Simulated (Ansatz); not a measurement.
Phonons of BN (wurtzite) at Γ, M = (0.5, 0.0, 0.0), A = (0.0, 0.0, 0.5), L = (0.5, 0.0, 0.5).

BN (wurtzite)

```
BN
1.0
    2.55453     0.00000     0.00000
   -1.27726     2.21229     0.00000
    0.00000     0.00000     4.22457
B N
2 2
Cartesian
  1.27726   0.73743   4.22419
  0.00000   1.47486   2.11191
  1.27726   0.73743   2.64158
  0.00000   1.47486   0.52929
```

These are PBE (plane waves to 420 eV, PAW, scalar-relativistic; Ansatz, an electronic-structure program) values and carry that method's errors. DFPT wavenumbers on a 12×12×6 k mesh, in cm⁻¹; i marks imaginary ones, q is in fractions of the reciprocal vectors of the cell shown, and the three acoustic modes at Γ are left out. The non-analytic (LO-TO) term is not included, so polar modes at Γ have their transverse values. The program warned that its band solver left a few bands short of their tolerance. BN was relaxed with its symmetry unable to fall.

```csv
q,wavenumbers (cm⁻¹)
Γ,"472 (×2), 939 (×2), 949, 1006, 1040 (×2), 1110"
"M = (0.5, 0.0, 0.0)","478, 596, 684, 825, 859, 863, 874, 934, 977, 999, 1075, 1109"
"A = (0.0, 0.0, 0.5)","340 (×4), 625 (×2), 992 (×4), 1210 (×2)"
"L = (0.5, 0.0, 0.5)","586 (×2), 615 (×2), 884 (×2), 930 (×2), 995 (×2), 1132 (×2)"
```

The structure shows no imaginary mode at these points (lowest 340 cm⁻¹ at A = (0.0, 0.0, 0.5)); other wave vectors were not tested.

Highest mode: 1210 cm⁻¹ at A = (0.0, 0.0, 0.5).
